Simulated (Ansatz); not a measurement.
Re:
```cif
data_Re2
_chemical_formula_sum 'Re2'
_space_group_name_H-M_alt 'P63/mmc'
_space_group_IT_number 194
_space_group_name_Hall '-P 6c 2c'
_cell_length_a 2.75832
_cell_length_b 2.75832
_cell_length_c 4.46169
_cell_angle_alpha 90.000
_cell_angle_beta 90.000
_cell_angle_gamma 120.000
loop_
_atom_site_label
_atom_site_type_symbol
_atom_site_symmetry_multiplicity
_atom_site_Wyckoff_symbol
_atom_site_fract_x
_atom_site_fract_y
_atom_site_fract_z
_atom_site_occupancy
Re1 Re 2 d 0.66667 0.33333 0.25000 1
```

Relaxed with r²SCAN.

**Question.** Decompose the optical modes at the zone centre into irreducible representations, and say which are infrared and Raman allowed.

**Answer.** Point group 6/mmm: Γ_opt = B1g + E2g. Infrared: none. Raman: E2g.

**Question.** Assign frequencies (DFPT, the program Ansatz at the r²SCAN level (PAW)).

**Answer.** B1g 70, E2g 117 cm⁻¹.

Subscripts of B labels follow the axes of the standard setting.

Space group P6_3/mmc (hcp (Mg type)). Symmetry was held in the r²SCAN relaxation; of distortions, only those at the zone centre were tested. No spin polarisation was allowed. As this level gives no gap, phonon frequencies hold no LO–TO term and depend on the k-mesh and smearing (Fermi–Dirac, 0.1 eV here). Scalar-relativistic: spin–orbit coupling is off unless named, which matters more the heavier the elements.

Potentials: the later of the program's two PAW sets.
